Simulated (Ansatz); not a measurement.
Starting cell, Ru (hcp, Mg type):

```
CELL_PARAMETERS angstrom
      5.44432     0.00000     0.00000
     -1.36108     2.35746     0.00000
      0.00000     0.00000     4.29083
ATOMIC_POSITIONS crystal
  Ru 0.16667 0.66667 0.75000
  Ru 0.66667 0.66667 0.75000
  Ru 0.33333 0.33333 0.25000
  Ru 0.83333 0.33333 0.25000
```

A phonon eigenvector at M = (0.5, 0.0, 0.0) is frozen into this cell: atom i moves by Q times the vector below, so Q is the largest atomic displacement, in Å. The cell is held. (q is in reciprocal vectors of the primitive cell; the cell shown is doubled to hold the pattern.)

| atom | x | y | z |
|---|---|---|---|
| Ru1 | 0.866 | 0.500 | 0.000 |
| Ru2 | -0.866 | -0.500 | 0.000 |
| Ru3 | -0.866 | -0.500 | 0.000 |
| Ru4 | 0.866 | 0.500 | 0.000 |

All values below come from PBE (plane waves to 420 eV, PAW, scalar-relativistic; Ansatz, a quantum-chemistry and plane-wave program). k mesh 10×20×11 (Γ-centred), Fermi-Dirac smearing 0.05 eV. The energy includes the smearing's −TS. With partly filled bands, energies and forces of such displacements shift with the k mesh and the smearing. Ru is run without spin polarisation. Ru was relaxed with its symmetry unable to fall. The zero of ΔE is the undisplaced structure.

Give the computed ΔE (meV/cell) at Q (Å) = -0.280, -0.187, -0.093, 0.047, 0.140.


```csv
Q (Å),ΔE (meV/cell)
-0.280,3684
-0.187,1337
-0.093,278
0.047,67
0.140,678
```

(For displaced atoms, the force is minus the slope of the energy, and its curvature is a force constant, which sets phonon frequencies.)
